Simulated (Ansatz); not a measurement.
ZnS:
```
ZnS
1.0
    3.73838     0.00000     0.00000
   -1.86919     3.23753     0.00000
    0.00000     0.00000     6.14288
Zn S
2 2
Cartesian
  1.86919   1.07918   6.14005
  0.00000   2.15835   3.06862
  1.86919   1.07918   3.84335
  0.00000   2.15835   0.77191
```

Relaxed with LDA.

**Question.** Give the optical modes at the zone centre with their infrared and Raman activity from DFPT, LDA (plane waves, PAW; program Ansatz).

**Answer.** Transverse frequencies, without the LO–TO term; a row sums one degenerate level.

```tsv
ω (cm⁻¹)	degeneracy	IR ((D/Å)²/amu)	Raman (Å⁴/amu)	activity	symmetry
71	2	0.00	0	silent	E2
200	1	0.00	0	silent	B1
289	1	8.15	1.5	IR+Raman	A1
294	2	14.49	2.3	IR+Raman	E1
299	2	0.00	3.6	Raman	E2
349	1	0.00	0	silent	B1
```

**Question.** How high does the top mode go among those that the LO–TO term moves?

**Answer.** 347 cm⁻¹ for q along x, 347 cm⁻¹ for q along y, 349 cm⁻¹ for q along z.

Space group P6_3mc (wurtzite). Symmetry was held in the LDA relaxation; phonons on a q-mesh show no instability.

Potentials: the later of the program's two PAW sets.
